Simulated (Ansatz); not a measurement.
The start is a generated cell, Ge built in the beta-Sn structure type. The cell and all atomic positions are relaxed at zero pressure with r2SCAN (plane waves to 500 eV, PAW, scalar-relativistic; Ansatz, a program for electronic structure). First-step values are on the input's coarse k-mesh.

Ansatz input (later rounds restart from its end on a renewed k-mesh):
Ansatz 0.2 input:
```yaml
crystal:
  lattice:
    - [-2.661811, 2.661811, 1.452316]
    - [2.661811, -2.661811, 1.452316]
    - [2.661811, 2.661811, -1.452316]
  atoms:
    - { symbol: Ge, position: [0.75, 0.25, 0.5] }
    - { symbol: Ge, position: [0, 0, 0] }
basis: { ecutwfc: 500, ecutrho_ratio: 4, xc_grid: 4, fft_grid_basis: typed }
kpoints: { mp_grid: { grid: [9, 9, 9] } }
hamiltonian:
  xc: r2scan
  dispersion: none
  pseudopotentials: { azcp: { folder: ./paw }, kind: paw }
scf: { occupations: { method: fermi_dirac, width: 0.05 } }
relax: { f_tol: 0.01, max_steps: 100, cell: { stress_tol: 0.02 } }
output: { forces: true, stress: true }
```

Question: How does the volume change?

Answer: -9.3 %, from 20.58 to 18.66 Å³/atom.

Question: How do the shortest distances between atoms change?

Answer: The closest pairs of elements (up to four, under 3.6 Å), start → end: Ge–Ge 2.76 → 2.66 Å.

Question: What band gap does the relaxed structure have at this level?

Answer: No gap (metallic).

Question: What does it relax into? Give the structure.

Answer: 
```cif
data_Ge4
_chemical_formula_sum 'Ge4'
_space_group_name_H-M_alt 'I41/amd :1'
_space_group_IT_number 141
_space_group_name_Hall 'I 4bw 2bw -1bw'
_cell_length_a 5.12984
_cell_length_b 5.12984
_cell_length_c 2.83642
_cell_angle_alpha 90.000
_cell_angle_beta 90.000
_cell_angle_gamma 90.000
loop_
_atom_site_label
_atom_site_type_symbol
_atom_site_symmetry_multiplicity
_atom_site_Wyckoff_symbol
_atom_site_fract_x
_atom_site_fract_y
_atom_site_fract_z
_atom_site_occupancy
Ge1 Ge 4 a 0.00000 0.00000 0.00000 1
```
(The calculation used a cell of 2 atoms; values per cell refer to that cell.)

The space group stays I4₁/amd (No. 141) (the run could not lower it); the end is AFLOW prototype A_tI4_141_a (A5, as in Sn), with 2 atoms in the primitive cell. Final values are on a 19×19×19 k-mesh of the relaxed cell. No spin polarisation in the result.

The run could not lose the symmetry of its start.

All atoms sit on sites fixed by symmetry, so only the cell could relax.

The relaxed structure has the type that Ge is known to take under pressure; here it was relaxed at zero pressure, from a generated start.
